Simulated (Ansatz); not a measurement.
**Data sheet: GaPt3 (DFT)**

GaPt3:
```
GaPt3
1.0
   -2.73610     2.73610     3.93996
    2.73610    -2.73610     3.93996
    2.73610     2.73610    -3.93996
Ga Pt
2 6
Direct
  0.25000   0.75000   0.50000
  0.75000   0.25000   0.50000
  0.28847   0.78847   0.07694
  0.71153   0.21153   0.92306
  0.78847   0.71153   0.50000
  0.21153   0.28847   0.50000
  0.75000   0.75000   0.00000
  0.25000   0.25000   0.00000
```

Space group I4/mcm (No. 140); conventional cell a = 5.4722 Å, b = 5.4722 Å, c = 7.8799 Å, α = 90.00°, β = 90.00°, γ = 90.00°.

Method: PBEsol in the plane-wave PAW code Ansatz. Geometry: relaxed at this level of theory. Other levels are named where they apply.

Cell and energy:

```json
{
 "volume_per_atom": "14.75 Å³",
 "density": "18.44 g/cm³",
 "Formation energy from the elements (no fitted shifts)": "-468 meV/atom"
}
```

Electronic structure:

```json
{
 "electronic_character": "metallic (no gap)",
 "Density of states at the Fermi level": "0.55 states/eV per atom (mean over ±0.08 eV)"
}
```

Mechanics:

```json
{
 "Elastic constants (relaxed ions, GPa)": "C11 = 363, C12 = 158, C13 = 210, C33 = 314, C44 = 94.3, C66 = 39.0",
 "mechanical_stability": "stable (all eigenvalues of C positive)",
 "hill_bulk_and_shear_moduli": "244 and 71.0 GPa",
 "Young's modulus": "194 GPa",
 "Poisson's ratio": "0.37",
 "debye_temperature_from_the_elastic_constants": "268 K"
}
```

The workflow started from a Materials Project entry (that database holds measured and hypothetical structures alike); the Crystallography Open Database copy checked does not list it. COD files the formula under space group No. 127. Whether it is the stable phase at ambient conditions was not checked. The cell was relaxed with PBEsol under the symmetry of its start; its stability against distortions is not shown here. No spin polarisation was allowed. As this level gives no gap, shear constants depend on the k-mesh and smearing (Fermi–Dirac, 0.1 eV here). Axis ratios of metals converge slowly with the k-mesh, so a and c are less sure than the volume. On the denser mesh and wider smearing of the elastic run this cell carries a stress of 0.3 GPa. The references are the lowest solids computed at this level, not always the standard phases. Scalar-relativistic: spin–orbit coupling is off unless named, which matters more the heavier the elements.

Potentials: the later of the program's two PAW sets.
